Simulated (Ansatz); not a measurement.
Question: Name crystals whose computed values (DFT-r²SCAN in the program Ansatz with PAW potentials) fall in these windows: highest Γ mode, no LO–TO term (cm⁻¹) 360 to 490; B₀ by P(V) fit (GPa) 130 to 160.

Answer: 

| crystal | highest Γ mode, no LO–TO term (cm⁻¹) | B₀ by P(V) fit (GPa) |
|---|---|---|
| TiSi2, Fddd (Si on 16f, Ti on 8a) | 438 | 147 |
Others may fit too.

The cell was relaxed under the symmetry of its start. Rows with no word on spin ran without spin polarisation.

Potentials: the later of the program's two PAW sets.
